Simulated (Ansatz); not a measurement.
HfO2:
```
CELL_PARAMETERS angstrom
      3.60476     0.00000     0.00000
      0.00000     3.60476     0.00000
      0.00000     0.00000     5.26481
ATOMIC_POSITIONS crystal
  Hf 0.50000 0.50000 0.50000
  Hf 0.00000 0.00000 0.00000
  O  0.00000 0.50000 0.69325
  O  0.00000 0.50000 0.19325
  O  0.50000 0.00000 0.80675
  O  0.50000 0.00000 0.30675
```

Relaxed with PBE. Special points in fractions of this cell's reciprocal vectors: Γ (0.000, 0.000, 0.000); X (0.000, 0.500, 0.000); M (0.500, 0.500, 0.000); Z (0.000, 0.000, 0.500); R (0.000, 0.500, 0.500); A (0.500, 0.500, 0.500).

Q: List the band energies nearest the valence-band maximum at these points for PBE with spin–orbit coupling in the plane-wave PAW code Ansatz.

A: In eV from the valence-band maximum; about four levels below and three above (degenerate sets whole), none deeper than 8.9 eV; points with the same levels are listed once.

| k | below | above |
|---|---|---|
| Γ | -0.06 -0.06 -0.06 -0.06 | 4.67 4.67 4.70 4.70 |
| X | -0.16 -0.16 -0.16 -0.16 | 5.03 5.03 5.03 5.03 |
| M | -0.62 -0.62 -0.62 -0.62 | 5.71 5.71 5.71 5.71 |
| Z | 0.00 0.00 0.00 0.00 | 5.29 5.29 5.29 5.29 |
| R | -0.87 -0.87 -0.87 -0.87 | 5.12 5.12 5.12 5.12 |
| A | -0.07 -0.07 -0.07 -0.07 | 5.76 5.76 5.76 5.76 |

Space group P4_2/nmc. This is a known high-temperature phase of the composition, computed here at zero pressure and temperature. The cell was relaxed with PBE under the symmetry of its start; its stability against distortions is not shown here. The run is not spin-polarised.

Potentials: the earlier of the program's two PAW sets.
